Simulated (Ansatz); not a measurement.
Recipe of this trial structure of CoIrC4N4: two interpenetrating cyanide-bridged diamond nets (P-43m, No. 215). Lengths were set from tabulated atomic sizes, so they are only a guess.

Space group P-43m (No. 215). a = 5.883 Å, b = 5.883 Å, c = 5.883 Å, α = 90.00°, β = 90.00°, γ = 90.00°
```json
{"atom": "Co", "site": "1a", "symmetry": "-43m", "x": "0.0000", "y": "0.0000", "z": "0.0000"}
{"atom": "Ir", "site": "1b", "symmetry": "-43m", "x": "0.5000", "y": "0.5000", "z": "0.5000"}
{"atom": "C", "site": "4e", "symmetry": ".3m", "x": "0.1881", "y": "0.1881", "z": "0.1881"}
{"atom": "N", "site": "4e", "symmetry": ".3m", "x": "0.3030", "y": "0.3030", "z": "0.3030"}
```

Computed with Ansatz, DFT PBE, scalar-relativistic, plane waves, PAW. Cutoff 420 eV, Gaussian smearing, Γ-centred meshes. Cell and atoms relax first on a coarse mesh and then on a converged one. In between, the cell is made exact in the group found at 0.06 Å. The steps can't lower the symmetry of their start. Collinear spin, starting moments Co 3.0; Ir 1.0 μB.

A guess keeps its type if space group and coordination stay and the shape of the cell changes little (axis ratios within about 15 %, angles within 6°); the volume may change.

Q: Does this structure survive the relaxation?

A: It keeps its type. The symmetry stays P-43m (No. 215). The volume per atom shrinks by 4.7 %, from 20.4 to 19.4 Å³. The shortest distance goes from 1.17 Å (C–N) to 1.18 Å (C–N). Counting neighbours within 15 % of an atom's shortest distance, the start has C 1, Co 4, Ir 4, N 1 and the end C 1, Co 4, Ir 4, N 1.

Energies over the elements count from the elements' standard structures at the same level (N₂ as a molecule), with no fitted energy shifts.

Q: At what energy does it end?

A: +0.752 eV/atom. It can't be a ground state, since the elements alone are lower.

The last run used collinear spin, a 6×6×6 mesh for its 10-atom cell and Gaussian smearing of 0.02 eV. These runs have no spin–orbit coupling, which can matter for Ir. The reference form of C is held partly by dispersion forces, which this level lacks. The magnetic state reached may not be the lowest. Symmetry constrained the relaxation, so the result can be a saddle point.
